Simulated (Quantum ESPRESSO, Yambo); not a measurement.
Levels of theory for the gap of SiO2

SiO2 (space group Fddd, No. 70): one geometry, one set of LDA (Quantum ESPRESSO, PseudoDojo norm-conserving, 84 Ry, no spin-orbit coupling) orbitals, self-energies from Yambo (4×4×4 Γ-centred k mesh, 180 bands and a 6 Ry block in the screening, 180 bands in G with the Bruneval-Gonze terminator, plasmon pole fitted at 27.2 eV).

The geometry is that of Materials Project entry mp-555483, symmetrised and not relaxed again.

```json
[
 {"level": "LDA (Quantum ESPRESSO)", "gap Γ → Γ (eV)": "5.58", "rough Yambo cost": "–"},
 {"level": "exchange only (Hartree-Fock self-energy on LDA orbitals)", "gap Γ → Γ (eV)": "16.06", "rough Yambo cost": "about 1/30 (10 states)"},
 {"level": "static COHSEX@LDA", "gap Γ → Γ (eV)": "9.98", "rough Yambo cost": "within a factor of two (2 states)"},
 {"level": "G0W0@LDA, plasmon pole", "gap Γ → Γ (eV)": "8.78", "rough Yambo cost": "1 (10 states)"}
]
```

Bare exchange has no screening and gives the widest gap; static COHSEX screens it but leaves out the frequency dependence, which G0W0 restores.

Costs are rough ratios of core time on shared machines.

Convergence of the G0W0 settings was not tested.

This is not the ordinary phase of the substance; no match was found in the copy of COD used, and its stability was not checked.
